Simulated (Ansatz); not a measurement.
B₄C:
```cif
data_C3B12
_chemical_formula_sum 'B12 C3'
_space_group_name_H-M_alt 'P 1'
_space_group_IT_number 1
_cell_length_a 5.19404
_cell_length_b 5.19404
_cell_length_c 5.04512
_cell_angle_alpha 66.046
_cell_angle_beta 113.954
_cell_angle_gamma 114.832
loop_
_space_group_symop_operation_xyz
  'x, y, z'
loop_
_atom_site_label
_atom_site_type_symbol
_atom_site_fract_x
_atom_site_fract_y
_atom_site_fract_z
_atom_site_occupancy
B1 B 0.49185 0.50815 0.83746 1
B2 B 0.50229 0.17583 0.48470 1
B3 B 0.82417 0.49771 0.48470 1
B4 B 0.49389 0.83101 0.50461 1
B5 B 0.16899 0.50611 0.50461 1
B6 B 0.30657 0.69343 0.18058 1
B7 B 0.69001 0.30999 0.81185 1
B8 B 0.30322 0.18818 0.69479 1
B9 B 0.81182 0.69678 0.69479 1
B10 B 0.69604 0.81744 0.29919 1
B11 B 0.18256 0.30396 0.29919 1
B12 B 0.00052 0.99948 0.98905 1
C1 C 0.50303 0.49697 0.17501 1
C2 C 0.12422 0.87578 0.88158 1
C3 C 0.87947 0.12053 0.10396 1
```

Relaxed with r²SCAN.

**Question.** Give the optical modes at the zone centre with their infrared activity from DFPT, DFT-r²SCAN in the program Ansatz with PAW potentials.

**Answer.** Transverse frequencies, without the LO–TO term; a row sums one degenerate level.

| ω (cm⁻¹) | degeneracy | IR ((D/Å)²/amu) | activity |
|---|---|---|---|
| 391 | 1 | 5.62 | IR |
| 425 | 1 | 6.78 | IR |
| 444 | 1 | 0.30 | IR |
| 475 | 1 | 0.07 | IR |
| 492 | 1 | 0.16 | IR |
| 499 | 1 | 0.14 | IR |
| 514 | 1 | 0.08 | IR |
| 534 | 1 | 0.11 | IR |
| 541 | 1 | 0.11 | IR |
| 556 | 1 | 0.17 | IR |
| 570 | 1 | 0.03 | IR |
| 594 | 1 | 0.96 | IR |
| 625 | 1 | 0.74 | IR |
| 694 | 1 | 0.30 | IR |
| 702 | 1 | 0.00 | IR-inactive |
| 719 | 1 | 0.09 | IR |
| 722 | 1 | 4.48 | IR |
| 729 | 1 | 0.29 | IR |
| 736 | 1 | 0.89 | IR |
| 736 | 1 | 0.02 | IR |
| 766 | 1 | 0.06 | IR |
| 784 | 1 | 1.42 | IR |
| 805 | 1 | 0.03 | IR |
| 808 | 1 | 0.01 | IR-inactive |
| 818 | 1 | 0.06 | IR |
| 840 | 1 | 0.49 | IR |
| 840 | 1 | 0.13 | IR |
| 854 | 1 | 0.87 | IR |
| 865 | 1 | 0.12 | IR |
| 867 | 1 | 1.18 | IR |
| 887 | 1 | 1.10 | IR |
| 965 | 1 | 1.35 | IR |
| 1000 | 1 | 0.44 | IR |
| 1035 | 1 | 2.17 | IR |
| 1049 | 1 | 0.49 | IR |
| 1068 | 1 | 1.06 | IR |
| 1068 | 1 | 15.33 | IR |
| 1089 | 1 | 4.96 | IR |
| 1095 | 1 | 3.20 | IR |
| 1109 | 1 | 16.53 | IR |
| 1132 | 1 | 4.41 | IR |
| 1620 | 1 | 34.32 | IR |

**Question.** How high does the top mode go among those that the LO–TO term moves?

**Answer.** 1647 cm⁻¹ for q along x, 1106 cm⁻¹ for q along y, 1624 cm⁻¹ for q along z.

Space group Cm. The workflow started from a Materials Project entry (that database holds measured and hypothetical structures alike); the Crystallography Open Database copy checked does not list it. Its standing as an ambient phase is unchecked. Symmetry was held in the r²SCAN relaxation; of distortions, only those at the zone centre were tested.

Potentials: the later of the program's two PAW sets.
